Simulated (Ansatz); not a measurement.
Q: Name crystals whose computed values (plane-wave PAW PBEsol (Ansatz code)) fall in these windows: B₀ by P(V) fit (GPa) 89 to 110; ε∞ 6.4 to 7.7; gap (eV) 0.90 to 1.2.

A: 

| crystal | B₀ by P(V) fit (GPa) | ε∞ | gap (eV) |
|---|---|---|---|
| LiMnO2, Pmmn (Li on 2b, Mn on 2b, O on 2a, O on 2a) | 98.4 | 7.01 | 1.12 |
Others may fit too.

Spin orders computed, not proven ground states: LiMnO2, Pmmn (Li on 2b, Mn on 2b, O on 2a, O on 2a) antiferromagnetic. Standing as an ambient phase not checked: LiMnO2, Pmmn (Li on 2b, Mn on 2b, O on 2a, O on 2a). The cell was relaxed under the symmetry of its start. Cells of antiferromagnets are given as chemical subcells. No Hubbard U is applied.

Potentials: the later of the program's two PAW sets.
